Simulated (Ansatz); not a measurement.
# Structure relaxation, SrVO3

The start is a generated cell, SrVO3 built in the LiNbO3 structure type. The structure is fully relaxed (lattice and positions, P = 0) with r2SCAN (plane waves to 500 eV, PAW, scalar-relativistic; Ansatz, an electronic-structure program). The first steps use a coarse 5×5×5 k-mesh.

Starting cell:
```
CELL_PARAMETERS angstrom
      2.76289     1.59515     4.86437
     -2.76289     1.59515     4.86437
      0.00000    -3.19031     4.86437
ATOMIC_POSITIONS crystal
  Sr 0.71250 0.71250 0.71250
  Sr 0.21250 0.21250 0.21250
  V  0.98720 0.98720 0.98720
  V  0.48720 0.48720 0.48720
  O  0.63737 0.85907 0.25357
  O  0.85907 0.25357 0.63737
  O  0.25357 0.63737 0.85907
  O  0.75357 0.35907 0.13737
  O  0.35907 0.13737 0.75357
  O  0.13737 0.75357 0.35907
```
Spin-polarised start, with parallel moments on V.

```json
{
  "initial_pressure": "-7 GPa (negative: the cell is under tension)",
  "outcome": "The space group goes from R3c (No. 161) to Pm-3m (No. 221); the end is cubic perovskite type, with 5 atoms in the primitive magnetic cell",
  "energy_released": "0.48 eV/atom",
  "Shortest distances (start → end)": "The closest pairs of elements (up to four, under 3.6 Å), start → end: O–V 2.01 → 1.92 Å; O–Sr 2.22 → 2.72 Å; O–O 2.93 → 2.72 Å; Sr–V 3.29 → 3.33 Å",
  "band_gap_at_the_end": "no gap: a half-metal at this level (one spin channel is gapped at the Fermi level)",
  "moments_at_the_end": "net 0.20 μB/atom, ferromagnetic",
  "optimiser_moves": "7"
}
```

Final values are on a 12×12×12 k-mesh of the relaxed cell. Spin state reached: ferromagnetic (net 0.20 μB/atom), from parallel starting moments; other spin orders were not run from this start. The d or f electrons are treated with no Hubbard U.

The run could not lose the symmetry of its start.
